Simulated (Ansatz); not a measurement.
# Bi2Te2Pb4S5, one structure, two calculations

Cell: a COD entry (perhaps calculated rather than measured) whose atoms were relaxed with PBE, the cell held.

Space group R-3m:H (No. 166); a = 4.2448, c = 71.4594 Å, γ = 120.00°.

```
site  Wyckoff  site symmetry       x       y       z
  Bi       6c             3m  0.0000  0.0000  0.5464
  Te       6c             3m  0.0000  0.0000  0.8545
 Pb5       6c             3m  0.0000  0.0000  0.9281
 Pb7       6c             3m  0.0000  0.0000  0.3094
  S9       6c             3m  0.0000  0.0000  0.2376
 S11       6c             3m  0.0000  0.0000  0.6188
 S13       3a            -3m  0.0000  0.0000  0.0000
```

One atom of each set is listed; the run and its k-mesh use a cell of 13 atoms with edges of 23.95, 23.95, 23.95 Å.

First run. All values are calculated (Ansatz; DFT, PBE, plane waves and PAW, scalar-relativistic, 420 eV cutoff, Γ-centred 8×8×8 k-points, Fermi–Dirac smearing 0.02 eV), not measured.

| site | V_zz (10²¹ V/m²) | η |
| --- | --- | --- |
| Bi | -0.55 | 0.00 |
| Te | 1.58 | 0.00 |
| Pb5 | 0.43 | 0.00 |
| Pb7 | 0.33 | 0.00 |
| S9 | 0.25 | 0.00 |
| S11 | -0.19 | 0.00 |
| S13 | -0.21 | 0.00 |

Second run. The same atoms and settings, except that the functional is r2SCAN and the cutoff is 500 eV.

Question: What does the second run give?

Answer: 

| site | V_zz | η | change of V_zz |
| --- | --- | --- | --- |
| Bi | -0.44 | 0.00 | +0.11 |
| Te | 0.92 | 0.00 | -0.66 |
| Pb5 | 0.42 | 0.00 | -0.01 |
| Pb7 | 0.33 | 0.00 | 0.00 |
| S9 | 0.18 | 0.00 | -0.07 |
| S11 | -0.21 | 0.00 | -0.02 |
| S13 | -0.22 | 0.00 | -0.01 |

The largest change of V_zz is on Te, from 1.58 to 0.92. In per cent, |V_zz| changes by -21 on Bi, -42 on Te (all sites that start above 0.5).

Spin–orbit coupling is left out, which shifts gradients on Bi and Pb by a few per cent in wide-gap crystals, and can shift them far more where the calculated gap is small or absent, as here.
For the first run: With a gap of 0.4 eV on this mesh, small gradients can still move by 0.1 × 10²¹ V/m² or more as the k-mesh gets denser.
For the second run: With a gap of 0.7 eV on this mesh, small gradients can still move by 0.1 × 10²¹ V/m² or more as the k-mesh gets denser.
